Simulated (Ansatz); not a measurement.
## BiH₂, before and after

The cell of BiH₂ is invented: random cell by space group and Wyckoff sites (P6/mmm, No. 191). The dimensions are guesses.

start:

Space group P6/mmm (No. 191). a = 2.788 Å, b = 2.788 Å, c = 6.882 Å, α = 90.00°, β = 90.00°, γ = 120.00°
```
atom  site  symmetry       x       y       z
  Bi    1b     6/mmm  0.0000  0.0000  0.5000
   H    2e       6mm  0.0000  0.0000  0.3000
```

Method: Ansatz 0.2.0, DFT PBE, scalar-relativistic, plane waves, PAW. Cutoff 420 eV, Gaussian smearing, Γ-centred meshes. Cell and atoms relax first on a coarse mesh and then on a finer one. In between, the cell is made exact in the group found at 0.06 Å. In metals the finer mesh still leaves noise of several meV/atom or more. The steps can't lower the symmetry of their start. No spin polarisation.

end:

Space group P6/mmm (No. 191). a = 3.296 Å, b = 3.296 Å, c = 8.488 Å, α = 90.00°, β = 90.00°, γ = 120.00°
| atom | site | symmetry | x | y | z |
| --- | --- | --- | --- | --- | --- |
| Bi | 1b | 6/mmm | 0.0000 | 0.0000 | 0.5000 |
| H | 2e | 6mm | 0.0000 | 0.0000 | 0.0442 |

The symmetry stays P6/mmm (No. 191). The volume per atom grows by 72.4 %, from 15.4 to 26.6 Å³. The shortest distance goes from 1.38 Å (Bi–H) to 0.75 Å (H–H). The energy falls by about 3.1 eV/atom (the start's value is from the coarse mesh). The end is written in a standard setting, so origin, axes and order of atoms can differ from the start's.

```yaml
Volume_per_atom: 26.6 Å³
Density: 4.4 g/cm³
Formation_energy: +0.19 eV/atom
Gap_on_the_18×18×6_mesh_of_the_3-atom_cell: 0 eV (a metal)
```

Energies over the elements count from the elements' standard structures at the same level (H₂ as a molecule), with no fitted energy shifts. It can't be a ground state, since the elements alone are lower.

The last run used Gaussian smearing of 0.10 eV. Weakly bound directions are ill-defined at this level, which has no dispersion term. Spin–orbit coupling, which can matter for Bi, is left out. The cell is a metal run without spin; a magnetic state may lie lower. With hydrogen, zero-point motion can shift formation energies by some tens of meV/atom. Symmetry constrained the relaxation, so the result can be a saddle point. In all, the 3 runs took 62 s on 1 thread of AMD EPYC 9R14 (Zen 4), with other jobs on the host.
